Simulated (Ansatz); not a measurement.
The start is a generated cell, Rh placed in the AFLOW prototype A_cI16_206_c (as in Si). Cell shape, volume and atoms are optimised at zero target pressure with r2SCAN (plane waves to 500 eV, PAW, scalar-relativistic; Ansatz, a quantum-chemistry and plane-wave program).

Ansatz input (later rounds restart from its end on a renewed k-mesh):
Ansatz 0.2 input:
```yaml
crystal:
  lattice:
    - [-3.0160621, 3.0160621, 3.0160621]
    - [3.0160621, -3.0160621, 3.0160621]
    - [3.0160621, 3.0160621, -3.0160621]
  atoms:
    - { symbol: Rh, position: [0.2998, 0.2998, 0.2998] }
    - { symbol: Rh, position: [0.5, 0, 0.2002] }
    - { symbol: Rh, position: [0, 0.2002, 0.5] }
    - { symbol: Rh, position: [0.2002, 0.5, 0] }
    - { symbol: Rh, position: [0.7002, 0.7002, 0.7002] }
    - { symbol: Rh, position: [0.5, 0, 0.7998] }
    - { symbol: Rh, position: [0, 0.7998, 0.5] }
    - { symbol: Rh, position: [0.7998, 0.5, 0] }
basis: { ecutwfc: 500, ecutrho_ratio: 4, xc_grid: 4, fft_grid_basis: typed }
kpoints: { mp_grid: { grid: [11, 11, 11] } }
hamiltonian:
  xc: r2scan
  dispersion: none
  pseudopotentials: { kind: paw }
scf: { occupations: { method: fermi_dirac, width: 0.05 } }
relax: { f_tol: 0.01, max_steps: 100, cell: { stress_tol: 0.02 } }
output: { forces: true, stress: true }
```

| Quantity | Result |
|---|---|
| Outcome | The space group goes from Ia-3 (No. 206) to Ia-3d (No. 230), with 8 atoms in the primitive cell |
| Volume change | +26.0 %, from 13.72 to 17.29 Å³/atom |
| Shortest distances (start → end) | The closest pairs of elements (up to four, under 3.6 Å), start → end: Rh–Rh 2.09 → 2.30 Å |
| Band gap at the end | zero (metallic) |
| Optimiser moves | 5 |

Relaxed structure:

Space group Ia-3d (No. 230); a = 6.515 Å, b = 6.515 Å, c = 6.515 Å, α = 90.00°, β = 90.00°, γ = 90.00°

```tsv
atom	site	symmetry	x	y	z
Rh	16b	.32	0.1250	0.1250	0.1250
```
(The calculation used a cell of 8 atoms; values per cell refer to that cell.)

Final values are on a 10×10×10 k-mesh of the relaxed cell. The start holds a very short contact (Rh–Rh 2.09 Å). No spin polarisation in the result.

The run could not lose the symmetry of its start, so the end can be a saddle point.

The relaxed structure here is a generated cell of Rh: the first start was made by placing the elements on the sites of a structure type, and the end was not matched to a known phase here, so it may be hypothetical. Known forms of Rh include space group No. 225.
